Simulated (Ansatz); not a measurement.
AlSi3C3N:
```xyz
8
Lattice="3.1068 0.0000 0.0000 -1.5534 2.6905 0.0000 0.0000 0.0000 10.0687" Properties=species:S:1:pos:R:3 pbc="T T T"
Al     0.0000     1.7937     9.9438
N      0.0000     1.7937     1.9865
Si     1.5534     0.8968     2.5461
C      1.5534     0.8968     4.3843
Si     0.0000     1.7937     5.0680
C      0.0000     1.7937     6.9160
Si     1.5534     0.8968     7.6040
C      1.5534     0.8968     9.4229
```

Relaxed with PBEsol. Special points in fractions of this cell's reciprocal vectors: Γ (0.000, 0.000, 0.000); M (0.500, 0.000, 0.000); K (0.333, 0.333, 0.000); A (0.000, 0.000, 0.500); L (0.500, 0.000, 0.500); H (0.333, 0.333, 0.500).

**Question.** List the band energies nearest the Fermi level at these points for DFT-PBEsol in the program Ansatz with PAW potentials.

**Answer.** In eV from the Fermi level; about four levels below and three above (degenerate sets whole), none deeper than 8.9 eV; points with the same levels are listed once.

| k | below | above |
|---|---|---|
| Γ | -2.50 -2.50 -1.80 -1.42 -1.42 | 0.01 0.14 0.14 |
| M | -3.13 -3.02 -0.92 -0.13 | 1.60 2.67 3.40 |
| K | -5.30 -3.79 -2.59 -2.58 | 0.86 3.77 3.83 |
| A | -2.50 -2.50 -1.42 -1.42 | 0.14 0.14 0.27 |
| L | -2.99 -2.95 -0.95 -0.26 | 1.55 2.34 3.02 |
| H | -4.50 -3.95 -3.09 -2.97 | 1.42 2.96 4.22 |

Space group P3m1. The start of the workflow was typed in or built on a structure type; neither database checked (COD, Materials Project) lists it. Whether it is the stable phase at ambient conditions was not checked. The cell was relaxed with PBEsol under the symmetry of its start; whether a distortion lowers the energy is not shown.

Potentials: the earlier of the program's two PAW sets. The files were generated under PBE; for other functionals the program regenerates the frozen cores, and for LDA and PBEsol the local potential too.
